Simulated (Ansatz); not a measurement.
Total density of states per atom from plane-wave PAW r²SCAN (Ansatz code), in 0.25 eV bins, energy from the valence-band maximum:

```
E (eV) | states/eV/atom
    -7.85 |  0.00
    -7.60 |  0.00
    -7.35 |  0.00
    -7.10 |  0.00
    -6.85 |  0.00
    -6.60 |  0.00
    -6.35 |  0.00
    -6.10 |  0.00
    -5.85 |  0.03
    -5.60 | ### 0.41
    -5.35 | ############ 1.42
    -5.10 | ##### 0.57
    -4.85 | ###### 0.69
    -4.60 | ###### 0.73
    -4.35 | ## 0.23
    -4.10 | ##################### 2.48
    -3.85 | ################## 2.22
    -3.60 | ########### 1.29
    -3.35 | ############ 1.42
    -3.10 | #### 0.50
    -2.85 | ## 0.20
    -2.60 | ################### 2.30
    -2.35 | ############################## 3.60
    -2.10 | ########### 1.34
    -1.85 | ################# 1.99
    -1.60 | ################ 1.96
    -1.35 | ##### 0.63
    -1.10 | ### 0.42
    -0.85 | ##### 0.56
    -0.60 | ############ 1.46
    -0.35 | #### 0.44
    -0.10 | # 0.10
     0.15 |  0.00
     0.40 |  0.00
     0.65 |  0.00
     0.90 |  0.00
     1.15 | ######### 1.03
     1.40 | ############# 1.56
     1.65 | ######## 0.97
     1.90 | ############ 1.43
     2.15 |  0.01
     2.40 |  0.00
     2.65 |  0.00
     2.90 |  0.00
     3.15 |  0.01
     3.40 |  0.02
     3.65 |  0.03
     3.90 |  0.04
     4.15 | # 0.11
     4.40 | ## 0.26
     4.65 | ### 0.30
     4.90 | ### 0.41
     5.15 | #### 0.51
     5.40 | ###### 0.69
     5.65 | ##### 0.55
```

Q: Pick the material that matches.
A) AlCu3, Cu3Au type
B) LaCu2Ge2, I4/mmm (La on 2a, Cu on 4d, Ge on 4e)
C) VCu3Se4, P-43m (V on 1a, Cu on 3d, Se on 4e)
D) Ta2Se, P4/nmm (Ta on 2c, Ta on 2c, Se on 2c)

A: C, VCu3Se4, P-43m (V on 1a, Cu on 3d, Se on 4e). Top 1 eV of the valence band: Se 4p 46 %, Cu 3d 41 %, V 3d 9 %. Bottom 1 eV of the conduction band: V 3d 56 %, Se 4p 31 %, Cu 3d 7 %. Projections are on Löwdin-orthogonalised atomic valence shells; empty p or d shells of many metals are not among them.

The workflow started from a Materials Project entry (that database holds measured and hypothetical structures alike); the Crystallography Open Database copy checked does not list it. Its standing as an ambient phase is unchecked. The r²SCAN relaxation kept the symmetry of its start; its stability against distortions is not shown here. No spin polarisation was allowed. Spin–orbit coupling is left out wherever it is not named.

Potentials: the later of the program's two PAW sets.
